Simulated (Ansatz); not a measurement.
An Ansatz (a program for electronic structure) run. Input:

Ansatz 0.2 input:
```yaml
crystal:
  lattice:
    - [0.0, 2.8371583856, 2.8371583856]
    - [2.8371583856, 0.0, 2.8371583856]
    - [2.8371583856, 2.8371583856, 0.0]
  atoms:
    - { symbol: Ag, position: [0.5, 0.5, 0.5] }
    - { symbol: Br, position: [0.0, 0.0, 0.0] }
kpoints:
  mp_grid: { grid: [7, 7, 7] }
basis: { xc_grid: 2 }
hamiltonian:
  xc: pbesol
  pseudopotentials: { kind: paw }
scf:
  occupations: { method: fixed }
output:
  optics: { e_range: [0.0, 15.0], de: 0.05, sigma: 0.1, bands: { spectra_wanted_up_to: 12 eV } }
```

Output (shortened):

```
output.optics: the spectra are integrated over the Brillouin zone by k·p interpolation around the k-points, where levels, occupations, output.optics.sigma and …
Pseudopotentials: kind: paw
Pseudopotential: Ag, paw, valence charge 19
Pseudopotential: Br, paw, valence charge 7
Functional definition: PBEsol
Crystal: 2 atoms, lattice volume = 45.675 Å³
Basis set: ecut = 420 eV, 893 PW (Γ), exchange–correlation on 54×54×54 points (8 copies of the dense FFT grid, shifted against one another)
Bands: 17, of which v1, the nominal top of the filled ones, is band 13 counted from 1 (12 counted from 0)
Symmetry: 48 space group operations
Space group: Fm-3m (ITA 225), of the structure as read, at distance tolerance 3.6e-5 Å
k-points: 20 of 343
PAW frozen core: Ag, regenerated for the run's functional, and the local potential with it
PAW frozen core: Br, regenerated for the run's functional, and the local potential with it
Initial wavefunctions: pseudopotential atomic-orbital guess
Eigensolver: davidson
Functional: x = pbesol(κ = 0.804, μ = 0.12345679012345678), c = pbesol(β = 0.046)
SCF iter   1: F=—  HF=-10259.254321 eV  |F-HF|=—  |Δ(HF+E_count)|=         —  Δρ=6.06e-3  dr2=1.67e-2  ethr=1.77e-3  ⟨swp⟩=5.0  Hψ=1407  notcnv=0  defer=34
all-band conjugate gradients solve this SCF's bands
preconditioner: auto → none
SCF iter   2: F=—  HF=-10259.251259 eV  |F-HF|=—  |Δ(HF+E_count)|=   3.06e-3  Δρ=2.42e-3  dr2=1.86e-3  ethr=6.43e-5  ⟨swp⟩=2.8  Hψ=773  notcnv=0  defer=38
SCF iter   3: F=—  HF=-10259.250789 eV  |F-HF|=—  |Δ(HF+E_count)|=   4.70e-4  Δρ=8.40e-4  dr2=2.29e-4  ethr=7.16e-6  ⟨swp⟩=2.7  Hψ=622  notcnv=0  defer=38
SCF iter   4: F=—  HF=-10259.250752 eV  |F-HF|=—  |Δ(HF+E_count)|=   3.72e-5  Δρ=3.39e-4  dr2=2.66e-5  ethr=8.79e-7  ⟨swp⟩=2.2  Hψ=457  notcnv=0  defer=30
SCF iter   5: F=—  HF=-10259.250755 eV  |F-HF|=—  |Δ(HF+E_count)|=   2.99e-6  Δρ=3.82e-5  dr2=3.31e-7  ethr=1.02e-7  ⟨swp⟩=1.8  Hψ=420  notcnv=0
SCF iter   6: F=—  HF=-10259.250786 eV  |F-HF|=—  |Δ(HF+E_count)|=   3.14e-5  Δρ=2.97e-6  dr2=3.35e-9  ethr=1.27e-9  ⟨swp⟩=2.0  Hψ=488  notcnv=0
SCF iter   7: F=—  HF=-10259.250786 eV  |F-HF|=—  |Δ(HF+E_count)|=  9.24e-10  Δρ=3.59e-7  dr2=1.79e-11  ethr=1.29e-11  ⟨swp⟩=2.2  Hψ=524  notcnv=0
SCF iter   8: F=-10259.250786 eV  HF=-10259.250786 eV  |F-HF|=0.00e0  |Δ(HF+E_count)|=  1.64e-11  Δρ=2.50e-8  dr2=2.14e-13  ethr=1.00e-12  ⟨swp⟩=4.7  Hψ=1117  notcnv=0
SCF 1 converged in 8 iterations: F = -10259.250786 eV  dr2 = 2.14e-13
NSCF: frozen V_eff on 20 k-points
Optics k sum: 0 of 20 k-points
Optics k sum: 1 of 20 k-points
Optics k sum: 2 of 20 k-points
Optics k sum: 3 of 20 k-points
Optics k sum: 4 of 20 k-points
Optics k sum: 5 of 20 k-points
Optics k sum: 6 of 20 k-points
Optics k sum: 7 of 20 k-points
Optics k sum: 8 of 20 k-points
Optics k sum: 9 of 20 k-points
Optics k sum: 10 of 20 k-points
Optics k sum: 11 of 20 k-points
Optics k sum: 12 of 20 k-points
Optics k sum: 13 of 20 k-points
Optics k sum: 14 of 20 k-points
Optics k sum: 15 of 20 k-points
Optics k sum: 16 of 20 k-points
Optics k sum: 17 of 20 k-points
Optics k sum: 18 of 20 k-points
Optics k sum: 19 of 20 k-points
Optics k sum: 20 of 20 k-points
Optics k sum: 0 of 20 k-points
Optics k sum: 1 of 20 k-points
Optics k sum: 2 of 20 k-points
Optics k sum: 3 of 20 k-points
Optics k sum: 4 of 20 k-points
Optics k sum: 5 of 20 k-points
Optics k sum: 6 of 20 k-points
Optics k sum: 7 of 20 k-points
Optics k sum: 8 of 20 k-points
Optics k sum: 9 of 20 k-points
Optics k sum: 10 of 20 k-points
Optics k sum: 11 of 20 k-points
Optics k sum: 12 of 20 k-points
Optics k sum: 13 of 20 k-points
Optics k sum: 14 of 20 k-points
Optics k sum: 15 of 20 k-points
Optics k sum: 16 of 20 k-points
Optics k sum: 17 of 20 k-points
Optics k sum: 18 of 20 k-points
Optics k sum: 19 of 20 k-points
Optics k sum: 20 of 20 k-points
NSCF: frozen V_eff on 1 k-points
NSCF: frozen V_eff on 1 k-points
NSCF: frozen V_eff on 1 k-points
NSCF: frozen V_eff on 1 k-points
output.optics: what the bands over the 27 summed would add to eps1, eps2 and the energy-loss function is held between a lower and an upper bound (8 Lanczos …
SCF converged after 8 iterations
Free energy (F): -10259.250786 eV
Harris-Foulkes:  -10259.250786 eV  (|F-HF|=0.00e0)
Internal energy: -10259.250786 eV  (E = F + TS)
E sigma→0 (E₀):  -10259.250786 eV
Fermi energy:    8.599092 eV
--- Per-component energies (eV) ---
  E_band       = -353.389514
  E_kinetic    = 661.514258
  E_local      = -3273.693406  (includes V_loc(G=0)·N_el)
  E_nonlocal   = 156.715218
  E_hartree    = 1432.899855
  E_xc         = -443.303790
  E_vxc        = -335.758858  (∫ρ·V_xc dr)
  E_paw        = -6040.835142  (= ΣΔE_a)
  E_vpaw       = -427.966774  (= ΣTr[D̂ρ^β])
  E_aug_tail   = 0.000306  (compensation charges beyond the density's cutoff)
  E_ewald      = -2752.963096
  E_core_change = 0.415009  (= ΣΔE_core)
  E_smearing   =  0.000000  (= −TS)
  E_closure    = 0.000000  (closes the sum)
  Σ components = -10259.250786   (vs F -10259.250786, Δ=0.00e0)
  [band-id]    e_kinetic+e_local+e_nonlocal+2·e_hartree+e_vxc+e_vpaw+e_augmentation_tail = -353.389543   (vs E_band -353.389514, Δ=-2.91e-5)
--- Band table (eV; the first three rows and the last of 20) ---
  k-point 0: bands = ["-81.4888", "-45.0413", "-45.0413", "-45.0413", "-6.6707", "5.7011", "5.7011", "5.7016", "5.7016", "5.7016", "6.6015", "6.6015", "6.6015", "9.1766", "18.4911", "18.4911", "18.4911"]
  k-point 1: bands = ["-81.4888", "-45.0417", "-45.0414", "-45.0414", "-6.5829", "5.1709", "5.1912", "5.1912", "5.7632", "5.7632", "6.2109", "7.2099", "7.2099", "10.2793", "16.8517", "17.9671", "17.9671"]
  k-point 2: bands = ["-81.4888", "-45.0426", "-45.0415", "-45.0415", "-6.3733", "3.9375", "4.6041", "4.6041", "5.9068", "5.9068", "6.2485", "8.0429", "8.0429", "11.7501", "15.4615", "16.4115", "16.4115"]
  k-point 19: bands = ["-81.4888", "-45.0428", "-45.0427", "-45.0421", "-6.1029", "4.0593", "4.3458", "4.4956", "6.0061", "6.1084", "6.3385", "6.4611", "7.2694", "12.3048", "15.2316", "16.4132", "16.6904"]
  band table: 17 of 17 bands, residual norms ≤ 1.0e-3 eV
```

Cost: around 22 core-seconds (rough) on shared cores.

Symmetry was held in the PBEsol relaxation. No spin polarisation was allowed. Scalar-relativistic: spin–orbit coupling is off unless named, which matters more the heavier the elements.

Potentials: the later of the program's two PAW sets.

Ansatz is a plane-wave DFT program.
